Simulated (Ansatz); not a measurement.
This run works on a proposed trial structure, not on a known crystal.

Input and command of a plane-wave DFT calculation in Ansatz:

```yaml
crystal:
  lattice:
    - [-3.3995669123, 5.0850688072, 3.0630285568]
    - [3.3995669123, -5.0850688072, 3.0630285568]
    - [3.3995669123, 5.0850688072, -3.0630285568]
  atoms:
    - { symbol: Al, position: [0.75, 0.75, 0.0] }
    - { symbol: Al, position: [0.25, 0.25, 0.0] }
    - { symbol: In, position: [0.25, 0.75, 0.5] }
    - { symbol: In, position: [0.75, 0.25, 0.5] }
    - { symbol: In, position: [0.2077521695, 0.2842266017, 0.4919787713] }
    - { symbol: In, position: [0.2922478305, 0.7842266017, 0.0764744322] }
    - { symbol: In, position: [0.7922478305, 0.7157733983, 0.5080212287] }
    - { symbol: In, position: [0.7077521695, 0.2157733983, 0.9235255678] }
    - { symbol: "N", position: [0.6226618486, 0.5220992474, 0.144761096] }
    - { symbol: "N", position: [0.1226618486, 0.9779007526, 0.1005626012] }
    - { symbol: "N", position: [0.8773381514, 0.0220992474, 0.8994373988] }
    - { symbol: "N", position: [0.3773381514, 0.4779007526, 0.855238904] }
basis:
  ecutwfc: 420
kpoints:
  mp_grid: { grid: [8, 8, 8] }
hamiltonian:
  xc: pbe
scf:
  occupations: { method: gaussian, width: 0.1 }
output:
  forces: true
  stress: true
  eigenvalues: true
relax:
  adjacent_minimum: "off"
  f_tol: 0.01
  max_steps: 80
  cell: { stress_tol: 0.05 }
```

```bash
ansatz run input.yaml --threads 1 --pin off --max-ram 2560MiB --backend cpu --events-out ev --progress --plain --runs-dir out
```

Processor: Arm Neoverse V1, 1 thread, on a host shared with other jobs.

Problem. Estimate time, memory and problem size.

Solution. About 10 min, peak memory 1.1 GiB. It solves 64 bands at 95 k points (after reduction by symmetry) with about 4169 plane waves (on the last cell), in 39 SCF iterations over 6 ionic steps.
